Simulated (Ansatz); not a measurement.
Total density of states per atom from r²SCAN (plane waves, PAW; program Ansatz), in 0.25 eV bins, energy from the valence-band maximum:

(E (eV), states/eV/atom): (-7.85, 0.05); (-7.60, 0.13); (-7.35, 0.26); (-7.10, 0.25); (-6.85, 0.14); (-6.60, 0.05); (-6.35, 0.26); (-6.10, 0.33); (-5.85, 0.21); (-5.60, 0.09); (-5.35, 0.74); (-5.10, 0.97); (-4.85, 0.72); (-4.60, 0.24); (-4.35, 0.00); (-4.10, 0.00); (-3.85, 0.00); (-3.60, 0.00); (-3.35, 0.31); (-3.10, 0.77); (-2.85, 0.76); (-2.60, 0.79); (-2.35, 0.48); (-2.10, 0.77); (-1.85, 1.18); (-1.60, 0.78); (-1.35, 0.84); (-1.10, 0.03); (-0.85, 0.85); (-0.60, 0.82); (-0.35, 0.97); (-0.10, 1.33); (0.15, 0.00); (0.40, 0.00); (0.65, 0.00); (0.90, 0.00); (1.15, 0.00); (1.40, 0.00); (1.65, 0.00); (1.90, 0.00); (2.15, 0.00); (2.40, 0.00); (2.65, 0.00); (2.90, 0.00); (3.15, 0.00); (3.40, 0.00); (3.65, 0.00); (3.90, 0.00); (4.15, 0.00); (4.40, 0.00); (4.65, 0.00); (4.90, 0.00); (5.15, 0.00); (5.40, 0.00); (5.65, 0.01); (5.90, 0.03); (6.15, 0.04); (6.40, 0.05); (6.65, 0.07); (6.90, 0.10); (7.15, 0.17); (7.40, 0.38); (7.65, 0.16); (7.90, 0.32); (8.15, 0.00); (8.40, 0.00); (8.65, 0.00); (8.90, 0.00); (9.15, 0.27); (9.40, 0.40); (9.65, 0.35); (9.90, 0.58); (10.15, 0.38)

Task: Pick the material that matches.
A) HfO2, P2_1/c (Hf on 4e, O on 4e, O on 4e)
B) MgTiNO, P4/nmm (Pearson symbol tP16)
C) GaAs, P6_222 (Ga on 3d, As on 3c)
D) GaPO4, P3_121 (Ga on 3b, P on 3a, O on 6c, O on 6c)

Result: D, GaPO4, P3_121 (Ga on 3b, P on 3a, O on 6c, O on 6c). Top 1 eV of the valence band: O 2p 96 %. Bottom 1 eV of the conduction band: Ga 4s 44 %, O 2s 21 %, O 2p 11 %, P 3s 10 %, Ga 4p 9 %. Projections are on Löwdin-orthogonalised atomic valence shells; empty p or d shells of many metals are not among them.

The first step of the workflow began from a Materials Project structure, measured or hypothetical; the Crystallography Open Database files this formula in space group No. 152, but the cells were not matched. Its standing as an ambient phase is unchecked. The cell was relaxed with r²SCAN under the symmetry of its start; its stability against distortions is not shown here. Spin–orbit coupling is left out wherever it is not named.

Potentials: the earlier of the program's two PAW sets. The files were generated under PBE; for other functionals the program regenerates the frozen cores, and for LDA and PBEsol the local potential too.
